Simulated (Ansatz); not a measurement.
MoPt₃:
```yaml
crystal:
  lattice:
    - [2.76827, 0.00000, 0.00000]
    - [0.00000, 4.53204, 0.00000]
    - [0.00000, 0.00000, 4.85826]
  atoms:
    - { symbol: Mo, position: [0.00000, 0.00000, 0.15712] }
    - { symbol: Pt, position: [0.50000, 0.50000, 0.33942] }
    - { symbol: Pt, position: [0.50000, 0.00000, 0.65570] }
    - { symbol: Pt, position: [0.00000, 0.50000, 0.84776] }
```

Relaxed with r²SCAN. Special points in fractions of this cell's reciprocal vectors: Γ (0.000, 0.000, 0.000); X (0.500, 0.000, 0.000); S (0.500, 0.500, 0.000); Y (0.000, 0.500, 0.000); Z (0.000, 0.000, 0.500); U (0.500, 0.000, 0.500); R (0.500, 0.500, 0.500); T (0.000, 0.500, 0.500).

Problem. List the band energies nearest the Fermi level at these points for plane-wave PAW r²SCAN with spin–orbit coupling (Ansatz code).

Solution. In eV from the Fermi level; about four levels below and three above (degenerate sets whole), none deeper than 8.9 eV; points with the same levels are listed once.

| k | below | above |
|---|---|---|
| Γ | -0.36 -0.36 -0.23 -0.23 | 0.92 0.92 2.17 2.17 |
| X | -1.41 -1.41 -0.25 -0.25 | 0.05 0.05 0.20 0.20 |
| S | -1.49 -1.49 -0.17 -0.17 | 0.46 0.46 0.65 0.65 |
| Y | -0.95 -0.95 -0.25 -0.25 | 0.03 0.03 0.31 0.31 |
| Z | -0.74 -0.74 -0.36 -0.36 | 1.02 1.02 2.23 2.23 |
| U | -0.31 -0.31 -0.23 -0.23 | 0.43 0.43 0.73 0.73 |
| R | -0.35 -0.35 -0.13 -0.13 | 0.13 0.13 0.14 0.14 |
| T | -1.10 -1.10 -0.34 -0.34 | 0.01 0.01 1.04 1.04 |

Space group Pmm2. The workflow started from a Materials Project entry (that database holds measured and hypothetical structures alike); the Crystallography Open Database copy checked does not list it. With Mo and Pt taken as one species the cell has the higher symmetry P6_3/mmc, so it may be an ordered model of a mixed-site phase. Whether it is the stable phase at ambient conditions was not checked. The r²SCAN relaxation kept the symmetry of its start; whether a distortion lowers the energy is not shown. No spin polarisation was allowed.

Potentials: the later of the program's two PAW sets.
